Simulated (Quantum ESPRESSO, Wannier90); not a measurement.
# Tight-binding from DFT: ZrN (NiAs type)

```
ZrN
1.0
    3.18725     0.00000     0.00000
   -1.59362     2.76024     0.00000
    0.00000     0.00000     5.49017
Zr N
2 2
Direct
  0.33333   0.66667   0.25000
  0.66667   0.33333   0.75000
  0.00000   0.00000   0.00000
  0.00000   0.00000   0.50000
```

Materials Project entry mp-1093992; symmetrised, unrelaxed at this level. Not found in the COD (Crystallography Open Database) copy used, which has the formula in other groups; not checked further. Method: PBEsol plane waves in Quantum ESPRESSO 7.5 (PseudoDojo norm-conserving files, 68 Ry, no spin polarisation, no spin-orbit coupling), Bloch states on a 6×6×4 mesh through Γ, Wannier90 4.0.1. Density: 12×12×6 mesh, cold smearing 0.01 Ry.

Functional, cutoff and mesh named above are those of the base row (6×6×4); the first column says what each row takes instead. Model: 16 functions from bands 11-39, start hydrogen-like Zr: d; N: p, centres 0.05 Å off the atoms, frozen window tied to the conduction edge or Fermi level of each row, as listed, which moves Ω_I and hoppings a little by itself. Energies are relative to the Fermi level; the misfit is to pw.x on a path, for states up to 1.0 eV relative to the Fermi level. Only the mesh of Bloch states changes. The disentangled Ω_I can sit in another minimum from row to row.

```tsv
mesh	frozen to (eV)	Ω_I (Å²)	rms misfit (meV)	k-points (cost)	rough cost of nscf and overlaps (first row = 1)
2×2×2	1.50	14.76	264	8	1.0
3×3×2	1.50	(withheld)	75	18	1.6
4×4×3	1.50	18.06	29	48	3
5×5×3	1.50	18.51	16	75	9
6×6×4	1.50	18.99	7.3	144	10
7×7×5	1.50	19.29	5.7	245	15
```

Task: Some entries are withheld; supply them.

Result: 
- 3×3×2, Ω_I (Å²): 16.51
